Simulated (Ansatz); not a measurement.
## Cr (Im-3m): majority and minority states

The geometry is a structure from the Materials Project, held fixed and not relaxed.

Settings: PBE, 11×11×11 k mesh, Fermi–Dirac smearing of 0.05 eV. LAPW is all-electron LAPW in Ansatz 0.2.0. Site moments are integrated in spheres about the atoms.

The input and its command:

```yaml
crystal:
  lattice:
    - [2.9688993551, 0.0, 0.0]
    - [0.0, 2.9688993551, 0.0]
    - [0.0, 0.0, 2.9688993551]
  atoms:
    - { symbol: Cr, position: [0.0, 0.0, 0.0], spin: -1.7 }
    - { symbol: Cr, position: [0.5, 0.5, 0.5], spin: 1.7 }
magnetization:
  spin_polarized: true
kpoints:
  mp_grid: { grid: [11, 11, 11] }
scf:
  occupations: { method: fermi_dirac, width: 0.05 }
  lower_state_search: "off"
hamiltonian:
  xc: pbe
  pseudopotentials: { kind: all_electron, lapw: { basis_error: 0.001 } }
output:
  forces: true
  stress: true
  eigenvalues: false
  populations: true
  dos: { projected: true, de: 0.1, e_range: [-8, 5] }
```

Command: `ansatz run input.yaml --threads 1 --pin off --max-ram 3072MiB --backend cpu --events-out ev --progress --plain --runs-dir out`

Density of states, smoothed by a Gaussian of 0.15 eV:

| E − E_F (eV) | majority (states/eV/cell) | minority (states/eV/cell) |
| --- | --- | --- |
| -7.00 | 0.05 | 0.05 |
| -6.75 | 0.06 | 0.06 |
| -6.50 | 0.08 | 0.08 |
| -6.25 | 0.09 | 0.09 |
| -6.00 | 0.10 | 0.10 |
| -5.75 | 0.12 | 0.12 |
| -5.50 | 0.14 | 0.14 |
| -5.25 | 0.16 | 0.16 |
| -5.00 | 0.18 | 0.18 |
| -4.75 | 0.21 | 0.21 |
| -4.50 | 0.25 | 0.25 |
| -4.25 | 0.35 | 0.35 |
| -4.00 | 0.58 | 0.58 |
| -3.75 | 0.71 | 0.71 |
| -3.50 | 0.91 | 0.91 |
| -3.25 | 1.39 | 1.39 |
| -3.00 | 1.56 | 1.56 |
| -2.75 | 1.11 | 1.11 |
| -2.50 | 1.08 | 1.08 |
| -2.25 | 1.62 | 1.62 |
| -2.00 | 2.09 | 2.09 |
| -1.75 | 1.87 | 1.87 |
| -1.50 | 2.11 | 2.11 |
| -1.25 | 2.61 | 2.61 |
| -1.00 | 2.17 | 2.17 |
| -0.75 | 1.20 | 1.20 |
| -0.50 | 0.77 | 0.77 |
| -0.25 | 0.32 | 0.32 |
| 0.00 | 0.26 | 0.26 |
| 0.25 | 0.29 | 0.29 |
| 0.50 | 0.60 | 0.60 |
| 0.75 | 2.09 | 2.09 |
| 1.00 | 3.58 | 3.58 |
| 1.25 | 3.09 | 3.09 |
| 1.50 | 2.25 | 2.25 |
| 1.75 | 1.42 | 1.42 |
| 2.00 | 1.78 | 1.78 |

What spin moment does the cell carry?

0.00 μB. Site moments (μB): Cr1 -1.75, Cr2 1.75.

Löwdin populations of d and f shells (filled inner shells left out):

| shell | up | down |
| --- | --- | --- |
| Cr1 3d | 1.62 | 3.52 |
| Cr2 3d | 3.52 | 1.62 |

This cell lies far from its zero-pressure volume, so the numbers describe the cell as given rather than the relaxed compound. The Ansatz runs typed with the search for lower states off end where their start leads. None of this fixes the real material's magnetic order: only patterns that fit the cell were computed, at zero temperature, with a functional that can overstate moments.
